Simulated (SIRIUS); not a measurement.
Consider a self-consistent single point of Sn₄TeSe₃ (Pm, 8 atoms in the cell; from Materials Project mp-1219000, changed as shown).

```
CELL_PARAMETERS angstrom
      4.78325     0.00000     0.00000
      0.00000     4.27823     0.00000
     -0.10062     0.00000    12.02305
ATOMIC_POSITIONS crystal
  Sn 0.58740 0.50000 0.37940
  Sn 0.88560 0.50000 0.87720
  Sn 0.38340 0.00000 0.62340
  Sn 0.12240 0.00000 0.11270
  Te 0.01950 0.00000 0.35690
  Se 0.50540 0.50000 0.14830
  Se 0.99750 0.50000 0.65060
  Se 0.49890 0.00000 0.85150
```

Computed with PBEsol, GBRV PBEsol ultrasoft pseudopotentials (plane waves; SIRIUS).

SIRIUS settings:

```
key                                                                      value
--------------------------------------  --------------------------------------
parameters.ngridk                                                        3 3 1
parameters.xc_functionals                 [XC_GGA_X_PBE_SOL, XC_GGA_C_PBE_SOL]
parameters.gk_cutoff                                              6.325 1/bohr
parameters.pw_cutoff                                             14.143 1/bohr
parameters.smearing                                                fermi_dirac
parameters.smearing_width                                        0.00183747 Ha
potentials                              GBRV PBEsol ultrasoft pseudopotentials
parameters.electronic_structure_method                         pseudopotential
parameters.num_bands                                                        48
parameters.num_mag_dims                                                      0
parameters.num_dft_iter                                                    100
parameters.energy_tol                                                 1e-07 Ha
parameters.density_tol                                                   1e-06
mixer.type                                                            broyden2
mixer.beta                                                                 0.5
mixer.use_hartree                                                        false
```

Results:

* **Number of valence electrons**: 80
* **Number of bands**: 48
* **Number of k-points after the program's reduction**: 4
* **Number of plane waves (most at a k-point)**: 7104
* **Number of SCF iterations**: 35
* **FFT grid**: 45 × 40 × 108
* **Free energy E − TS**: -10777.6799 eV
* **Pressure**: -2.81 GPa
* **Largest force (vector length)**: 0.475 eV/Å

Forces (eV/Å):
```tsv
atom	Fx	Fy	Fz
Sn1	0.060	0.000	-0.397
Sn2	-0.302	0.000	-0.310
Sn3	-0.288	0.000	0.378
Sn4	0.332	0.000	0.227
Te5	-0.237	0.000	0.111
Se6	-0.295	0.000	-0.068
Se7	0.325	0.000	0.064
Se8	0.404	0.000	-0.006
```

Stress (GPa, positive for compression):
```
-3.83   0.00  -0.05
 0.00  -2.54   0.00
-0.05   0.00  -2.06
```

For comparison: a first run was changed to give this one (lattice vector a scaled by 1.01), and from it to this one the free energy rises by 6.7 meV/atom, the pressure goes from -2.47 to -2.81 GPa and the largest force goes from 0.418 to 0.475 eV/Å.

Spin-orbit coupling is left out, which matters for bands and gaps with elements this heavy. The structure comes from a collection of computed structures, made at another level of theory; the collection holds predicted forms beside known ones. Its lattice was then scaled.

Cost on one core: about 2.5 core-minutes (a rough figure).
